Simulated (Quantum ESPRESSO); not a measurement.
Simulation results for MgGa3P3Se (made-up cell)

Computed with Quantum ESPRESSO 7.5. Calculation on a made-up crystal cell, not a measurement: periodic Kohn-Sham density functional theory in plane waves with PseudoDojo standard norm-conserving scalar-relativistic pseudopotentials, each functional with its own files (v0.5 for PBE, v0.4.1 for LDA and PBEsol), no spin polarisation, no spin-orbit coupling, atoms not relaxed, stress positive in tension, energies less a fixed whole-eV offset for each atom's element; levels are Kohn-Sham levels at fractions of this cell's reciprocal vectors, counted from the reference band (half the neutral cell's valence electrons, rounded up) at Gamma; error bars cover cutoff and k-mesh only, not smearing or the files; added strain carries the atoms with the cell, and shear is the tensor component; each bar is the largest change over components, and at least 0.002 eV, 0.002 eV per angstrom or 0.02 GPa; energies are for the whole cell, and the offsets were chosen from early runs and are not element reference energies.

Common to all runs: lattice type zincblende/diamond; functional pbe; cutoff 1170 eV; fermi dirac smearing 0.025 eV; scf tolerance 1e-07 eV; electrons removed 0; k mesh 4 x 4 x 4, shifted by half a step.

(1) MgGa3P3Se (made-up cell)

```xyz
8
Lattice="5.7373 0.0115 0.0101 0.0115 5.6437 -0.0214 0.0101 -0.0214 5.7086" Properties=species:S:1:pos:R:3 MgGa3P3Se
Ga     0.0816    -0.0049    -0.0474
Ga    -0.1699     2.8437     2.9143
Ga     2.8626    -0.0493     2.8694
Mg     2.8413     2.8296     0.0049
P      1.4075     1.3915     1.4491
P      1.4223     4.1949     4.2635
P      4.3540     1.4407     4.2311
Se     4.4046     4.1948     1.4274
```

It finds free energy less offsets -2.655 eV; smearing term minus ts 0 eV; scf iterations 10; pressure -0.6813 GPa; stress xx 1.283 GPa; stress yy 0.4852 GPa; stress zz 0.2754 GPa; stress yz 1.684 GPa; stress xz 0.6837 GPa; stress xy 0.485 GPa; reference band 40; error bar energy 0.007017 eV; error bar stress 0.02 GPa; error bar force 0.002389 eV/Å; error bar next band up 0.002 eV; error bars from tighter rerun of a related cell.

Atoms:
```
atoms element  atom site  atom energy offset (eV)
           Ga          1                    -2080
           Ga          2                    -2080
           Ga          3                    -2080
           Mg          4                    -1617
            P          5                     -189
            P          6                     -189
            P          7                     -189
           Se          8                    -3300
```

Forces:
```
site  x (eV/Å)  y (eV/Å)  z (eV/Å)
   1     0.638      1.16   -0.4618
   2     2.498    -1.053    0.4836
   3    -0.808     1.104    0.5068
   4   -0.3107   -0.6494   -0.2887
   5   -0.3385   -0.2698     0.397
   6   -0.2788   0.05988   -0.6097
   7   -0.7165     -1.26    0.5304
   8   -0.6833    0.9077   -0.5576
```

Levels:
```
level k point  next band up (eV)
        Gamma             0.4794
(1/2,1/2,1/2)             0.5812
   (0.15,0,0)              1.072
   (0,0.15,0)              1.054
   (0,0,0.15)              1.097
```

(2) MgGa3P3Se (made-up cell)

```xyz
8
Lattice="5.7373 0.0115 0.0101 0.0115 5.6437 -0.0214 0.0101 -0.0214 5.7086" Properties=species:S:1:pos:R:3 MgGa3P3Se
Ga     0.0816    -0.0049    -0.0474
Ga    -0.1559     2.8437     2.9143
Ga     2.8626    -0.0493     2.8694
Mg     2.8413     2.8296     0.0049
P      1.4075     1.3915     1.4491
P      1.4223     4.1949     4.2635
P      4.3540     1.4407     4.2311
Se     4.4046     4.1948     1.4274
```

Results for MgGa3P3Se (made-up cell): free energy less offsets -2.689 eV; smearing term minus ts 0 eV; scf iterations 10; pressure -0.7364 GPa; stress xx 1.277 GPa; stress yy 0.5718 GPa; stress zz 0.3605 GPa; stress yz 1.589 GPa; stress xz 0.6683 GPa; stress xy 0.4835 GPa; reference band 40; error bar energy 0.007017 eV; error bar stress 0.02 GPa; error bar force 0.002389 eV/Å; error bar next band up 0.002 eV; error bars from tighter rerun of a related cell.

Atoms:
```
atoms element  atom site  atom energy offset (eV)
           Ga          1                    -2080
           Ga          2                    -2080
           Ga          3                    -2080
           Mg          4                    -1617
            P          5                     -189
            P          6                     -189
            P          7                     -189
           Se          8                    -3300
```

Forces:
```
site  x (eV/Å)  y (eV/Å)  z (eV/Å)
   1    0.6044     1.159   -0.4621
   2     2.377    -1.065    0.4697
   3   -0.7868     1.102    0.5078
   4    -0.298   -0.6491   -0.2885
   5   -0.3207   -0.2746    0.3901
   6   -0.2503   0.07629    -0.596
   7   -0.6755    -1.222    0.4972
   8   -0.6503    0.8728   -0.5184
```

Levels:
```
level k point  next band up (eV)
        Gamma             0.4917
(1/2,1/2,1/2)             0.5915
   (0.15,0,0)              1.087
   (0,0.15,0)              1.068
   (0,0,0.15)               1.11
```

(3) MgGa3P3Se (made-up cell)

```xyz
8
Lattice="5.7373 0.0115 0.0101 0.0115 5.6437 -0.0214 0.0101 -0.0214 5.7086" Properties=species:S:1:pos:R:3 MgGa3P3Se
Ga     0.0816    -0.0049    -0.0474
Ga    -0.0909     2.8437     2.9143
Ga     2.8626    -0.0493     2.8694
Mg     2.8413     2.8296     0.0049
P      1.4075     1.3915     1.4491
P      1.4223     4.1949     4.2635
P      4.3540     1.4407     4.2311
Se     4.4046     4.1948     1.4274
```

It finds free energy less offsets -2.825 eV; smearing term minus ts 0 eV; scf iterations 10; pressure -0.9527 GPa; stress xx 1.25 GPa; stress yy 0.9116 GPa; stress zz 0.6963 GPa; stress yz 1.158 GPa; stress xz 0.5958 GPa; stress xy 0.4696 GPa; reference band 40; error bar energy 0.007017 eV; error bar stress 0.02 GPa; error bar force 0.002389 eV/Å; error bar next band up 0.002 eV; error bars from tighter rerun of a related cell.

Atoms:
```
atoms element  atom site  atom energy offset (eV)
           Ga          1                    -2080
           Ga          2                    -2080
           Ga          3                    -2080
           Mg          4                    -1617
            P          5                     -189
            P          6                     -189
            P          7                     -189
           Se          8                    -3300
```

Forces:
```
site  x (eV/Å)  y (eV/Å)  z (eV/Å)
   1     0.448     1.155   -0.4632
   2     1.804    -1.121    0.4012
   3   -0.6881     1.094     0.512
   4   -0.2387   -0.6475   -0.2872
   5   -0.2307   -0.3032    0.3525
   6   -0.1081    0.1634   -0.5227
   7   -0.4875    -1.062    0.3555
   8    -0.499    0.7214   -0.3481
```

Levels:
```
level k point  next band up (eV)
        Gamma             0.5428
(1/2,1/2,1/2)             0.6351
   (0.15,0,0)              1.147
   (0,0.15,0)               1.12
   (0,0,0.15)              1.163
```

(4) MgGa3P3Se (made-up cell)

```xyz
8
Lattice="5.7373 0.0115 0.0101 0.0115 5.6437 -0.0214 0.0101 -0.0214 5.7086" Properties=species:S:1:pos:R:3 MgGa3P3Se
Ga     0.0816    -0.0049    -0.0474
Ga    -0.0548     2.8437     2.9143
Ga     2.8626    -0.0493     2.8694
Mg     2.8413     2.8296     0.0049
P      1.4075     1.3915     1.4491
P      1.4223     4.1949     4.2635
P      4.3540     1.4407     4.2311
Se     4.4046     4.1948     1.4274
```

Results for MgGa3P3Se (made-up cell): free energy less offsets -2.884 eV; smearing term minus ts 0 eV; scf iterations 10; pressure -1.045 GPa; stress xx 1.237 GPa; stress yy 1.056 GPa; stress zz 0.8407 GPa; stress yz 0.927 GPa; stress xz 0.5547 GPa; stress xy 0.457 GPa; reference band 40; error bar energy 0.007017 eV; error bar stress 0.02 GPa; error bar force 0.002389 eV/Å; error bar next band up 0.002 eV; error bars from tighter rerun of a related cell.

Atoms:
```
atoms element  atom site  atom energy offset (eV)
           Ga          1                    -2080
           Ga          2                    -2080
           Ga          3                    -2080
           Mg          4                    -1617
            P          5                     -189
            P          6                     -189
            P          7                     -189
           Se          8                    -3300
```

Forces:
```
site  x (eV/Å)  y (eV/Å)  z (eV/Å)
   1    0.3608     1.152   -0.4637
   2     1.479    -1.154    0.3602
   3   -0.6329      1.09    0.5142
   4   -0.2054   -0.6464   -0.2864
   5   -0.1759   -0.3239    0.3277
   6  -0.02231    0.2198   -0.4744
   7   -0.3858   -0.9827    0.2854
   8   -0.4173    0.6457    -0.263
```

Levels:
```
level k point  next band up (eV)
        Gamma             0.5667
(1/2,1/2,1/2)             0.6559
   (0.15,0,0)              1.175
   (0,0.15,0)              1.144
   (0,0,0.15)              1.187
```
